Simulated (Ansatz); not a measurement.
input.yaml

```yaml
crystal:
  lattice:
    - [2.727756021, 0.0, 0.0]
    - [-1.3638780105, 2.2802578225, 0.0437511966]
    - [0.0, 0.1324669663, 7.0826762766]
  atoms:
    - { symbol: Li, position: [-0.001687735, -0.0033754699, 0.5035178396] }
    - { symbol: B, position: [0.3232392885, 0.6464785869, 0.7449086785] }
    - { symbol: B, position: [0.6387188495, 0.2774376891, 0.240742747] }
    - { symbol: C, position: [0.3303322998, 0.6606646097, 0.2842372472] }
    - { symbol: C, position: [0.7093972971, 0.4187945843, 0.7265934877] }
basis:
  ecutwfc: 420
kpoints:
  mp_grid: { grid: [14, 14, 6] }
hamiltonian:
  xc: pbe
scf:
  occupations: { method: gaussian, width: 0.1 }
output:
  forces: true
  stress: true
  eigenvalues: true
  populations: true
  write_density: true
  write_potential: true
  elf: true
  volumetric_format: npy
```

Command:
```bash
ansatz run input.yaml --threads 1 --pin off --max-ram 1331MiB --backend cpu --events-out ev --progress --plain --runs-dir out
```

Level of theory: DFT PBE, scalar-relativistic, plane waves, PAW (Ansatz).

Part of what the program printed, abridged (final results; tables in files aren't shown):

```
SCF 1 converged in 6 iterations: F = -1017.380702 eV  dr2 = 2.58e-8
SCF converged after 6 iterations
Free energy (F): -1017.380702 eV
Harris-Foulkes:  -1017.380702 eV  (|F-HF|=1.65e-8)
Internal energy: -1017.373189 eV  (E = F + TS)
E sigma→0 (E₀):  -1017.376945 eV
Entropy (-TS):   -0.007512 eV (-1.502 meV/atom)
Fermi energy:    5.224481 eV
--- Per-component energies (eV) ---
  E_band       = -86.420530
  E_kinetic    = 301.352399
  E_local      = -583.506903  (includes V_loc(G=0)·N_el)
  E_nonlocal   = 47.108801
  E_hartree    = 195.011876
  E_xc         = -171.828261
  E_vxc        = -209.968157  (∫ρ·V_xc dr)
  E_paw        = -376.840991  (= ΣΔE_a)
  E_vpaw       = -31.430940  (= ΣTr[D̂ρ^β])
  E_aug_tail   = 0.000024  (compensation charges beyond the density's cutoff)
  E_ewald      = -428.670134
  E_smearing   = -0.007512  (= −TS)
--- Forces (eV/Å), atoms counted from 1 ---
  atom   1  Li     0.00000000     0.26414583    -0.61674898
  atom   2  B      0.00000000     2.83522600    -0.14198346
  atom   3  B      0.00000000     3.25470742     2.38879601
  atom   4  C      0.00000000    -3.12756527    -2.69905499
  atom   5  C      0.00000000    -3.22647989     1.06862346
--- Stress (GPa, compression-positive) ---
        2.794953       0.000000       0.000000
        0.000000      21.282061      -4.810718
        0.000000      -4.810711       4.419741
  P = ⅓ Tr σ = 9.4989 GPa (94.989 kbar)
--- Band table (eV; the first three rows and the last of 324) ---
  k-point 0: bands = ["-39.3872", "-9.2598", "-8.6769", "-0.3406", "1.6444", "3.1362", "5.1871", "7.2294", "7.7647", "9.6477", "12.7290", "13.5619", "15.9159", "16.0777"]
  k-point 1: bands = ["-39.3872", "-9.2538", "-8.6855", "-0.2393", "1.4804", "3.1361", "5.1881", "7.2292", "7.7693", "9.9393", "12.7291", "13.5624", "15.1660", "15.9885"]
  k-point 2: bands = ["-39.3872", "-9.2412", "-8.7033", "0.0400", "1.0830", "3.1360", "5.1899", "7.2287", "7.7763", "10.6859", "12.7300", "13.5635", "13.9170", "15.9830"]
  k-point 323: bands = ["-39.3292", "-6.1653", "-5.4017", "-1.6573", "-0.3597", "0.9858", "1.3616", "3.4331", "5.0223", "8.4335", "10.1970", "13.5324", "15.7847", "16.0270"]
--- Löwdin populations: 5 sites ---
  site symbol q [e]
     0     Li      2.1753
     1      B      2.9585
     2      B      2.9018
     3      C      4.4515
     4      C      4.3914
  spilling = 0.007143 (of n_electrons = 17.000000)
```

The run converged.

The cell holds layers, and where no dispersion correction was added their binding is poorly described.